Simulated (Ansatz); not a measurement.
LaAl$_{2}$Ag$_{3}$:
```yaml
crystal:
  lattice:
    - [5.73073, 0.00000, 0.00000]
    - [-2.86537, 4.96296, 0.00000]
    - [0.00000, 0.00000, 4.26609]
  atoms:
    - { symbol: Al, position: [0.33333, 0.66667, 0.00000] }
    - { symbol: Al, position: [0.66667, 0.33333, 0.00000] }
    - { symbol: La, position: [0.00000, 0.00000, 0.00000] }
    - { symbol: Ag, position: [0.50000, 0.00000, 0.50000] }
    - { symbol: Ag, position: [0.50000, 0.50000, 0.50000] }
    - { symbol: Ag, position: [0.00000, 0.50000, 0.50000] }
```

Relaxed with r²SCAN.

Task: Map the electron localisation function on the plane through (0.333, 0.667, 0.000) spanned by u = [1, 0, 1] and v = [0, 1, 1] in lattice vectors, from r²SCAN (plane waves, PAW; program Ansatz).

Result: x is the fraction of u, y of v (the angle between them is 88°; rows are the nearest grid lines); atoms in the plane: Al at (0.00, 0.00), Al at (0.33, 0.67), La at (0.67, 0.33), Ag at (0.17, 0.33), Ag at (0.67, 0.83).
```
| : .+#*+-:::::::::::::::::::-+*#+. : |
|   -*#*+=-:::::::::::-====-::-+**-   |
|..-+*#*+=---:::-::::-=+***+=::=***-..|
|####****+++++++==:::=*#%@%#+=::=+**##|
|***************+=-::=*#@@@#*=::-=+***|
|-===++**#**+++***+-:-+*###*+-:::-----|
|:---=+*#*+-...-***=::=+***+=-::::-:::|
|:::-=+*#+. .:  .+#*=::::-::::::::::::|
|::::-+*#+.  :: .=**+=--:::::---::::::|
|::::-+***-     :=**+=--:::::----:::::|
|::::-==+***++==++=-:..........:--::::|
|::::::-=+**##**+=-:. ...:...  .:---::|
|::::::::::-=+++=:. .=*%@@@%*-.  .:--:|
|:::--===-:::-==-. .=#@@@@@@@#-. .:--:|
|::=+*###*+-::--:..=%@@#=-+%@@%=...:::|
|::=*#%@%#*=::::...+@@%=   +@@@+...:::|
|::=*#%@%#*=::::...+@@@+   =%@@+...:::|
|:::=++**+=-:::::..:*@@@@%%@@@*:..:--:|
|-:::-===--:::--:. .-#@@@@@@@#=. .-==-|
|**+=-::::::::---:.  .:=+*+=:. .:-+***|
|##**+=-:::::::---:.  ...:... .:-=+**#|
|..-***+=--:::::::--:::....::-=+++-:..|
|   -***+-::::::::----:::::--=+**=:   |
| : .+#*+-:::::::::::::::::::-+*#+. : |
```
Scale: ten equal steps from 0.017 (start of ' ') to 0.868 (end of '@'), in the order ' .:-=+*#%@'; x runs from 0.000 to 1.00, y from 0.000 (bottom) to 1.00 (top).

The density is the valence pseudo-density with augmentation charge, so density and ELF within about 1 Å of a nucleus are not all-electron values.

Space group P6/mmm. The workflow started from an entry of the Crystallography Open Database (COD). Whether it is the stable phase at ambient conditions was not checked. The cell was relaxed with r²SCAN under the symmetry of its start; whether a distortion lowers the energy is not shown. The run is not spin-polarised. Scalar-relativistic: spin–orbit coupling is off unless named, which matters more the heavier the elements.

Potentials: the later of the program's two PAW sets.
